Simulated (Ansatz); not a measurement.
Ti:
```xyz
2
Lattice="2.8881 0.0000 0.0000 -1.4440 2.5011 0.0000 0.0000 0.0000 4.5687" Properties=species:S:1:pos:R:3 pbc="T T T"
Ti     0.0000     1.6674     3.4265
Ti     1.4440     0.8337     1.1422
```

Relaxed with PBE+D3(BJ). Special points in fractions of this cell's reciprocal vectors: Γ (0.000, 0.000, 0.000); M (0.500, 0.000, 0.000); K (0.333, 0.333, 0.000); A (0.000, 0.000, 0.500); L (0.500, 0.000, 0.500); H (0.333, 0.333, 0.500).

### Question
List the band energies nearest the Fermi level at these points for the program Ansatz at the PBE+D3(BJ) level (PAW).

### Answer
In eV from the Fermi level; about four levels below and three above (degenerate sets whole), none deeper than 8.9 eV; points with the same levels are listed once.

| k | below | above |
|---|---|---|
| Γ | -6.30 -2.82 | 0.80 0.80 0.91 |
| M | -2.41 -2.32 -1.99 -0.59 | 0.48 0.67 1.25 |
| K | -1.85 -1.44 -1.44 -1.36 | 0.24 0.24 1.59 |
| A | -4.38 -4.38 | 0.08 0.08 0.69 0.69 0.69 0.69 |
| L | -2.69 -2.69 -0.88 -0.88 | 1.46 1.46 1.82 1.82 |
| H | -1.15 -1.15 -0.20 -0.20 | 1.77 1.77 3.36 3.36 |

Space group P6_3/mmc (hcp (Mg type)). Symmetry was held in the PBE+D3(BJ) relaxation. No spin polarisation was allowed. The pairwise dispersion correction was not fitted to metals.

Potentials: the later of the program's two PAW sets.
